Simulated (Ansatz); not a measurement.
Rb₂CdI₄:
```yaml
crystal:
  lattice:
    - [7.87241, 0.00000, 0.00000]
    - [0.00000, 7.96993, 0.00000]
    - [-2.96929, 0.00000, 9.13453]
  atoms:
    - { symbol: Rb, position: [0.23013, 0.25000, 0.55670] }
    - { symbol: Rb, position: [0.76987, 0.75000, 0.44330] }
    - { symbol: Rb, position: [0.25138, 0.25000, 0.06488] }
    - { symbol: Rb, position: [0.74862, 0.75000, 0.93512] }
    - { symbol: Cd, position: [0.78246, 0.25000, 0.69910] }
    - { symbol: Cd, position: [0.21754, 0.75000, 0.30090] }
    - { symbol: I, position: [0.59287, 0.25000, 0.40708] }
    - { symbol: I, position: [0.40713, 0.75000, 0.59292] }
    - { symbol: I, position: [0.98064, 0.01406, 0.23935] }
    - { symbol: I, position: [0.01936, 0.98594, 0.76065] }
    - { symbol: I, position: [0.01936, 0.51406, 0.76065] }
    - { symbol: I, position: [0.98064, 0.48594, 0.23935] }
    - { symbol: I, position: [0.58800, 0.25000, 0.89072] }
    - { symbol: I, position: [0.41200, 0.75000, 0.10928] }
```

Relaxed with LDA. Special points in fractions of this cell's reciprocal vectors: Γ (0.000, 0.000, 0.000); Z (0.000, 0.500, 0.000); D (0.000, 0.500, 0.500); B (0.000, 0.000, 0.500); A (-0.500, 0.000, 0.500); E (-0.500, 0.500, 0.500); C2 (-0.500, 0.500, 0.000); Y2 (-0.500, 0.000, 0.000).

### Question
List the band energies nearest the valence-band maximum at these points for DFT-LDA in the program Ansatz with PAW potentials.

### Answer
In eV from the valence-band maximum; about four levels below and three above (degenerate sets whole), none deeper than 8.9 eV; points with the same levels are listed once.

```json
[
 {"k": "Γ", "below": "-0.41 -0.33 -0.15 0.00", "above": "2.57 3.24 4.24"},
 {"k": "Z", "below": "-0.56 -0.56 -0.51 -0.51", "above": "3.42 3.42 4.68 4.68"},
 {"k": "D", "below": "-0.64 -0.64 -0.51 -0.51", "above": "3.65 3.65 4.72 4.72"},
 {"k": "B", "below": "-0.60 -0.52 -0.09 -0.06", "above": "3.31 3.32 4.37"},
 {"k": "A", "below": "-0.54 -0.51 -0.13 -0.12", "above": "3.31 3.35 4.48"},
 {"k": "E", "below": "-0.64 -0.64 -0.60 -0.60", "above": "3.76 3.76 4.90 4.90"},
 {"k": "C2", "below": "-0.62 -0.62 -0.51 -0.51", "above": "3.34 3.34 4.46 4.46"},
 {"k": "Y2", "below": "-0.66 -0.62 -0.14 -0.11", "above": "2.92 3.21 4.03"}
]
```

Space group P2_1/m. The first step of the workflow began from a Materials Project structure, measured or hypothetical; the Crystallography Open Database copy checked does not list it. Its standing as an ambient phase is unchecked. The cell was relaxed with LDA under the symmetry of its start; its stability against distortions is not shown here. Spin–orbit coupling is left out wherever it is not named.

Potentials: the later of the program's two PAW sets.
